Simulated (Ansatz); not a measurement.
MoS$_{2}$:
```xyz
6
Lattice="3.1494 0.0000 0.0000 -1.5747 2.7275 0.0000 0.0000 0.0000 12.0870" Properties=species:S:1:pos:R:3 pbc="T T T"
Mo     0.0000     1.8183     3.0217
Mo     1.5747     0.9092     9.0652
S      0.0000     1.8183     7.4994
S      1.5747     0.9092     1.4559
S      0.0000     1.8183    10.6310
S      1.5747     0.9092     4.5876
```

x, y and z are the axes in which the lattice vectors are written.

Q: Give the high-frequency dielectric tensor and the Born effective charge tensors of the independent atoms from DFPT, PBE+D3(BJ) in the plane-wave PAW code Ansatz.

A: 
ε∞:
```
15.6  0.00  0.00
0.00  15.6  0.00
0.00  0.00  7.16
```
Z* of atom 1 (Mo), rows: field, columns: displacement, in e:
```
-1.03   0.00   0.00
 0.00  -1.03   0.00
 0.00   0.00  -0.73
```
Z* of atom 3 (S), rows: field, columns: displacement, in e:
```
0.51  0.00  0.00
0.00  0.51  0.00
0.00  0.00  0.36
```

Static charges for comparison (Bader): Mo1 +1.22, S3 -0.61 e. Born charges measure polarisation by displacement and can exceed these by far.

Space group P6_3/mmc. The PBE+D3(BJ) relaxation kept the symmetry of its start. No spin polarisation was allowed. Scalar-relativistic: spin–orbit coupling is off unless named, which matters more the heavier the elements.

Potentials: the later of the program's two PAW sets.
